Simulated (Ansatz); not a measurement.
SrZn₂Sb₂ in space group P-3m1 (No. 164; Sr on 1a, Zn on 2d, Sb on 2d), plane-wave PAW PBE (Ansatz code), all energies at zero smearing, with the estimated change up to a 700 eV cutoff added, with one set of potentials and settings (totals compare only within such a set). Cell of 5 atoms (1 Sr, 2 Zn, 2 Sb): -23153.703 eV.

| element | reference phase | E (eV/atom) |
|---|---|---|
| Sr | C2/m, 3 atoms in the cell | -3544.2201 |
| Zn | C2/m, 3 atoms in the cell | -3319.0295 |
| Sb | R-3m, 2 atoms in the cell | -6484.4916 |

Formation energy per atom, worked out: (-23153.703 − 1×(-3544.2201) − 2×(-3319.0295) − 2×(-6484.4916))/5 = -0.488 eV/atom (-47 kJ per mol of atoms), at 0 K, without zero-point energy or fitted corrections.

The first step of the workflow began from a Materials Project structure, measured or hypothetical; the Crystallography Open Database files this formula in space group No. 164, but the cells were not matched. Its standing as an ambient phase is unchecked. The cell was relaxed with PBE under the symmetry of its start; whether a distortion lowers the energy is not shown. The references are the lowest solids computed at this level, not always the standard phases. Scalar-relativistic: spin–orbit coupling is off unless named, which matters more the heavier the elements.

Potentials: the later of the program's two PAW sets.
